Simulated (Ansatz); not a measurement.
BaC2 in space group R-3m (No. 166; Ba on 3a, C on 6c), PBEsol in the plane-wave PAW code Ansatz, all energies at zero smearing, with the estimated change up to a 700 eV cutoff added, with one set of potentials and settings (totals compare only within such a set). Cell of 3 atoms (1 Ba, 2 C): -6355.448 eV.

| element | reference phase | E (eV/atom) |
|---|---|---|
| Ba | Im-3m, 1 atoms in the cell | -5862.6098 |
| C | P6_3/mmc, 4 atoms in the cell | -246.6950 |

Formation energy per atom, worked out: (-6355.448 − 1×(-5862.6098) − 2×(-246.6950))/3 = 0.184 eV/atom (18 kJ per mol of atoms), at 0 K, without zero-point energy or fitted corrections.

The workflow started from a Materials Project entry (that database holds measured and hypothetical structures alike); the Crystallography Open Database copy checked does not list it. Its standing as an ambient phase is unchecked. The cell was relaxed with PBEsol under the symmetry of its start; phonons on a q-mesh show no instability. Its formation energy is positive at this level, so the cell may be metastable or incomplete. The references are the lowest solids computed at this level, not always the standard phases. Spin–orbit coupling is left out wherever it is not named.

Potentials: the later of the program's two PAW sets.
